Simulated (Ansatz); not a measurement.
Here is the system:

MgO:
```cif
data_Mg2O2
_chemical_formula_sum 'Mg2 O2'
_space_group_name_H-M_alt 'P63/mmc'
_space_group_IT_number 194
_space_group_name_Hall '-P 6c 2c'
_cell_length_a 3.49433
_cell_length_b 3.49433
_cell_length_c 4.19509
_cell_angle_alpha 90.000
_cell_angle_beta 90.000
_cell_angle_gamma 120.000
loop_
_atom_site_label
_atom_site_type_symbol
_atom_site_symmetry_multiplicity
_atom_site_Wyckoff_symbol
_atom_site_fract_x
_atom_site_fract_y
_atom_site_fract_z
_atom_site_occupancy
Mg1 Mg 2 c 0.33333 0.66667 0.25000 1
O1 O 2 d 0.66667 0.33333 0.25000 1
```

This is the PBEsol-relaxed structure.

Problem. All from the program Ansatz at the PBEsol level (PAW), unless another level is named. Estimate the HSE06 gap on the PBEsol cell.

Solution. 5.00 eV.

Problem. Next, the band gap?

Solution. 3.28 eV (direct).

Problem. Next, the formation energy from the elements (no fitted shifts)?

Solution. -2.67 eV/atom.

Problem. Predict the valence-band maximum.

Solution. at Γ.

Space group P6_3/mmc. The workflow started from a Materials Project entry (that database holds measured and hypothetical structures alike); the Crystallography Open Database copy checked does not list it. It is not the phase usual at ambient conditions (space group No. 225). Symmetry was held in the PBEsol relaxation; whether a distortion lowers the energy is not shown. The references are the lowest solids computed at this level, not always the standard phases (solids in place of the gases).

Potentials: the earlier of the program's two PAW sets. The files were generated under PBE; for other functionals the program regenerates the frozen cores, and for LDA and PBEsol the local potential too.
